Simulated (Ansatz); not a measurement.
121Sb NMR of the central transition in Sb₂Se₃

Cell: a structure deposited in the COD whose atoms were relaxed with PBE, the cell held.

Space group Pnma (No. 62); a = 11.6800, b = 3.9800, c = 11.5800 Å.

| site | Wyckoff | site symmetry | x | y | z |
| --- | --- | --- | --- | --- | --- |
| Sb1 | 4c | .m. | 0.0241 | 0.2500 | 0.3281 |
| Sb5 | 4c | .m. | 0.3504 | 0.2500 | 0.5389 |
| Se9 | 4c | .m. | 0.2158 | 0.2500 | 0.1957 |
| Se13 | 4c | .m. | 0.8714 | 0.2500 | 0.5534 |
| Se17 | 4c | .m. | 0.0563 | 0.2500 | 0.8690 |

One atom of each set is listed.

Computed with Ansatz: DFT, r2SCAN, plane waves and PAW, scalar-relativistic, 500 eV cutoff, Γ-centred 3×7×3 k-points, Fermi–Dirac smearing 0.02 eV.

121Sb has I = 5/2 and Q = -543.0 mb (Pyykkö 2018); at 28.2 T its Larmor frequency is ν₀ = 289.2 MHz (from the bare nuclear moment; shielding lowers the observed one by a per cent or two). Only the quadrupole interaction is simulated: positions count from each site's isotropic chemical shift, and shift anisotropy, dipolar and J coupling are left out.

The Sb sites: Sb1 (4 atoms; 3 Se at 2.71 Å; also 3 Se at 3.16–3.17 Å); Sb5 (4 atoms; 3 Se at 2.63–2.80 Å; also 4 Se at 3.00–3.44 Å).

Fitted components of the simulated spectrum:

```json
{"component": "A", "|C_Q| (MHz)": "147", "η": "0.49"}
{"component": "B", "|C_Q| (MHz)": "201", "η": "0.02"}
```

**Question.** Which site most likely gives which component?

**Answer.** By the calculation, A is Sb1, B is Sb5. At Sb1 V_zz stands upright on the plane through its three neighbours (within 10°). Like point charges on the first shell alone (each adding as 1/d³) would put Sb1 above Sb5: the covalent part of each bond and the atoms beyond the first shell count as well.

The largest force is 0.3 eV/Å, so the atoms aren't at the calculated equilibrium and relaxing them would move these values. Without spin–orbit coupling (the program notes it for Sb) the gradients can shift somewhat, as the gap is small. With these PAW files V_zz is typically within 2 to 3 % of all-electron values, but misses above 10 % occur on Sb.
